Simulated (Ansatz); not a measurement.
Relaxed ZnCu (CsCl type):

```xyz
2
Lattice="2.9638 0.0000 0.0000 0.0000 2.9638 0.0000 0.0000 0.0000 2.9638" Properties=species:S:1:pos:R:3 pbc="T T T"
Zn     0.0000     0.0000     0.0000
Cu     1.4819     1.4819     1.4819
```

A phonon eigenvector at Γ is frozen into this cell: atom i moves by Q times the vector below, so Q is the largest atomic displacement, in Å. The cell is held. It is one choice among 3 degenerate patterns.

```
atom      x      y       z
----  -----  -----  ------
Zn1   0.000  0.000  -0.972
Cu2   0.000  0.000   1.000
```

These are PBE (plane waves to 420 eV, PAW, scalar-relativistic; Ansatz, a quantum-chemistry and plane-wave program) values and carry that method's errors. k mesh 16×16×16 (Γ-centred), Fermi-Dirac smearing 0.05 eV. The energy includes the smearing's −TS. With partly filled bands, energies and forces of such displacements shift with the k mesh and the smearing. ZnCu is run without spin polarisation. ZnCu was relaxed with its symmetry unable to fall. ΔE is measured from the undisplaced structure.

Question: Predict the ΔE (meV/cell) at Q (Å) = -0.093, -0.047, 0.093, 0.140, 0.187, 0.233.

Answer: 
```csv
Q (Å),ΔE (meV/cell)
-0.093,74
-0.047,19
0.093,74
0.140,167
0.187,293
0.233,453
```

(A displaced cell: forces are minus the slopes of the energy, force constants its curvatures, and phonons follow from these.)
